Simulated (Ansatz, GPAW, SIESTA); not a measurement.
**Sn3Te: programs and potentials compared**

```
Te Sn
1.0
    -2.30090    2.30090    5.51649
     2.30090   -2.30090    5.51649
     2.30090    2.30090   -5.51649
Te Sn
1 3
Direct
  0.00000 0.00000 0.00000
  0.50000 0.50000 0.00000
  0.25000 0.75000 0.50000
  0.75000 0.25000 0.50000
```

The cell comes from a database or a generator and needn't be the stable form of this composition.

Alike in all runs: task single point; functional PBEsol; k mesh 8 × 8 × 8; occupations fermi-dirac, width 0.05 eV; no spin polarisation; no spin-orbit coupling. A missing gap at this level doesn't show that the real crystal is a metal. Pressure is positive in compression and, in plane waves, holds the error of the finite cutoff, which Ansatz's Pulay term estimates and takes out.

```
                                                                                      program and potentials  plane-wave cutoff (eV)                                                                                                                              notes  band gap (eV)  pressure (GPa)
                                                                                          Ansatz, Ansatz PAW                     420  potentials made for PBE, which Ansatz adapts in part; 14.5 valence electrons an atom on average; Pulay term of +0.03 GPa included         no gap           -3.05
                                                              Ansatz, all-electron LAPW, scalar-relativistic                       -                                                                                                                                  -         no gap           -3.04
                                                           GPAW, PAW data sets generated for this functional                     600                                                                                            12 valence electrons an atom on average         no gap           -3.28
SIESTA, files PseudoDojo sr-pbesol-0.4.1-standard, DZP (energy shift 0.003 Ry; two zetas on semicore shells)                       -                                                                            atomic basis; 14.5 valence electrons an atom on average         no gap           -2.16
```

None finds a gap. The pressure spans -3.28 (GPAW, PAW data sets generated for this functional) to -2.16 GPa (SIESTA, files PseudoDojo sr-pbesol-0.4.1-standard, DZP (energy shift 0.003 Ry; two zetas on semicore shells)), with all-electron results at -3.04. Rows in atomic bases carry the error of their basis and grid, which can be large.

The functional is the same throughout but for its coding, so the spread measures potentials, basis and numerics; runs on potential files found faulty are left out.
